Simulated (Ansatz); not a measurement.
BP (zinc blende)

```
CELL_PARAMETERS angstrom
      0.00000     4.54829     4.54829
      2.27414     2.27414     4.54829
      2.27414     2.27414     0.00000
ATOMIC_POSITIONS crystal
  P  0.00000 0.75000 0.75000
  P  0.50000 0.75000 0.75000
  B  0.00000 0.00000 0.00000
  B  0.50000 0.00000 0.00000
```

The atoms are displaced by Q × the pattern below (from a DFPT mode at X = (0.5, 0.5, 0.0), largest move 1; Q in Å), at fixed cell. It is one choice among 2 degenerate patterns. (q is in reciprocal vectors of the primitive cell; the cell shown is doubled to hold the pattern.)

```csv
atom,x,y,z
P1,0.000,1.000,0.000
P2,0.000,-1.000,0.000
B3,0.800,0.000,0.000
B4,-0.800,0.000,0.000
```

All values below come from PBE (plane waves to 420 eV, PAW, scalar-relativistic; Ansatz, an electronic-structure program). k mesh 12×12×12 (Γ-centred), Fermi-Dirac smearing 0.05 eV. BP was relaxed with its symmetry unable to fall. The PAW data are Ansatz's earlier set. 

```csv
Q (Å),−dE/dQ from forces (eV/Å)
-0.100,2.738
-0.083,2.282
-0.067,1.826
-0.050,1.369
-0.033,0.913
-0.017,0.456
0.000,0.000
0.017,-0.456
0.033,-0.913
0.050,-1.369
0.067,-1.826
0.083,-2.282
0.100,-2.738
```

### Question
What harmonic wavenumber does the curvature at Q = 0 give?

### Answer
313 cm⁻¹. E″ = 27.39 eV/Å², M = Σ mᵢ|uᵢ|² = 75.8 u, ν̃ = 521.5·√(|E″|/M).

(A displaced cell: forces are minus the slopes of the energy, force constants its curvatures, and phonons follow from these.)
